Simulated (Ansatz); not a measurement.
**MgVFeP4O14, one structure, two calculations**

Cell: a Materials Project structure (computed, not necessarily an observed phase), atoms as given.

```yaml
crystal:
  lattice:
    - [5.10860, 0.00000, 0.00000]
    - [1.83437, 6.65452, 0.00000]
    - [0.28867, -0.04933, 8.48588]
  atoms:
    - { symbol: Mg, position: [0.87081, 0.52994, 0.82314] }
    - { symbol: V, position: [0.78851, 0.73597, 0.49041] }
    - { symbol: Fe, position: [0.25810, 0.25976, 0.03110] }
    - { symbol: P, position: [0.64149, 0.51077, 0.18829] }
    - { symbol: P, position: [0.72791, 0.10423, 0.76835] }
    - { symbol: P, position: [0.26004, 0.89235, 0.27568] }
    - { symbol: P, position: [0.37256, 0.47527, 0.68355] }
    - { symbol: O, position: [0.01650, 0.81749, 0.32917] }
    - { symbol: O, position: [0.84557, 0.90634, 0.68136] }
    - { symbol: O, position: [0.87099, 0.48519, 0.05870] }
    - { symbol: O, position: [0.74507, 0.51149, 0.35315] }
    - { symbol: O, position: [0.57173, 0.60844, 0.66917] }
    - { symbol: O, position: [0.44380, 0.91649, 0.40786] }
    - { symbol: O, position: [0.44123, 0.72804, 0.14989] }
    - { symbol: O, position: [0.53344, 0.24990, 0.63998] }
    - { symbol: O, position: [0.53925, 0.07315, 0.90596] }
    - { symbol: O, position: [0.47814, 0.35681, 0.17242] }
    - { symbol: O, position: [0.27675, 0.47933, 0.86035] }
    - { symbol: O, position: [0.11952, 0.53198, 0.58844] }
    - { symbol: O, position: [0.15776, 0.07842, 0.17376] }
    - { symbol: O, position: [0.92966, 0.22069, 0.81582] }
```

Atom numbers follow the list; atoms alike are taken as one site, whose name carries the number of the first.

First run. The numbers come from a DFT calculation in Ansatz (PBE, plane waves and PAW, scalar-relativistic, collinear spin, 420 eV cutoff, Γ-centred 4×3×3 k-points, Fermi–Dirac smearing 0.02 eV). Start moments as typed (μB): 1 on each V, 4 on each Fe, none on the rest.

```tsv
site	atom	V_zz (10²¹ V/m²)	η	m (μB)
Mg	1	-2.54	0.47	0.00
V	2	-7.76	0.60	-1.40
Fe	3	-3.99	0.45	3.65
P5	5	6.27	0.26	0.00
P6	6	5.11	0.28	0.00
P7	7	2.78	0.69	0.00
O8	8	9.93	0.21	0.02
O12	12	9.48	0.50	0.01
O13	13	9.57	0.23	0.00
O14	14	12.91	0.54	0.01
O16	16	9.43	0.37	0.12
O17	17	9.81	0.09	0.12
O19	19	9.88	0.23	0.00
O20	20	10.22	0.07	0.12
```

Second run. The same atoms and settings, except that the mesh is 7×5×4 and the Fermi–Dirac smearing is 0.05 eV.

**Question.** What does the second run give?

**Answer.** 

```json
{"site": "Mg", "atom": "1", "V_zz": "-2.54", "η": "0.47", "change of V_zz": "0.00", "m (μB)": "0.00"}
{"site": "V", "atom": "2", "V_zz": "-7.56", "η": "0.62", "change of V_zz": "+0.20", "m (μB)": "-1.39"}
{"site": "Fe", "atom": "3", "V_zz": "-3.93", "η": "0.23", "change of V_zz": "+0.06", "m (μB)": "3.64"}
{"site": "P5", "atom": "5", "V_zz": "6.28", "η": "0.26", "change of V_zz": "+0.01", "m (μB)": "0.00"}
{"site": "P6", "atom": "6", "V_zz": "5.10", "η": "0.28", "change of V_zz": "-0.01", "m (μB)": "0.00"}
{"site": "P7", "atom": "7", "V_zz": "2.77", "η": "0.69", "change of V_zz": "-0.01", "m (μB)": "0.00"}
{"site": "O8", "atom": "8", "V_zz": "9.93", "η": "0.20", "change of V_zz": "0.00", "m (μB)": "0.02"}
{"site": "O12", "atom": "12", "V_zz": "9.48", "η": "0.50", "change of V_zz": "0.00", "m (μB)": "0.01"}
{"site": "O13", "atom": "13", "V_zz": "9.57", "η": "0.22", "change of V_zz": "0.00", "m (μB)": "0.01"}
{"site": "O14", "atom": "14", "V_zz": "12.90", "η": "0.55", "change of V_zz": "-0.01", "m (μB)": "0.01"}
{"site": "O16", "atom": "16", "V_zz": "9.44", "η": "0.37", "change of V_zz": "+0.01", "m (μB)": "0.11"}
{"site": "O17", "atom": "17", "V_zz": "9.82", "η": "0.09", "change of V_zz": "+0.01", "m (μB)": "0.12"}
{"site": "O19", "atom": "19", "V_zz": "9.89", "η": "0.23", "change of V_zz": "+0.01", "m (μB)": "0.00"}
{"site": "O20", "atom": "20", "V_zz": "10.26", "η": "0.08", "change of V_zz": "+0.04", "m (μB)": "0.12"}
```

The largest change of V_zz is on V, from -7.76 to -7.56. The whole tensor moves most on Fe, by 0.59 along its most changed direction. In per cent, |V_zz| changes by 0 on Mg, -3 on V, -1 on Fe, 0 on P, 0 on O (all sites that start above 2). Where |V_zz| stays above 0.1, η moves most on Fe, from 0.45 to 0.23. The table leaves out 7 of the 21 sites, with |V_zz| up to 12.67; their tensors move by 0.03 at most along any direction. The statements above cover all sites. Isomer shifts (Fe against α-Fe, from the density at the nucleus and a line fitted to measured compounds for each functional; the lines scatter by about 0.1 mm/s, so smaller changes between functionals mean little): Fe 0.74 → 0.75 mm/s. The first run finds no gap above 0.1 eV, the second does.

The largest force is 1.2 eV/Å, so the atoms aren't at the calculated equilibrium and relaxing them would move these values. The moments were started parallel, and the run ended with some of them reversed. With these PAW files V_zz is typically within 2 to 3 % of all-electron values, but misses above 10 % occur on Fe. The magnetic order is the one that the run reached from its start moments, not necessarily the measured one.
For the first run: Semilocal functionals can leave a metal where correlation in the d or f shell opens a gap in the real compound, and that would change the values at and beside Fe and V. The run lost the sense of its start on V, where the moments end reversed; a state with other moments may lie lower.
For the second run: The program didn't check the stability of this electronic state in full, so a lower one may lie near.
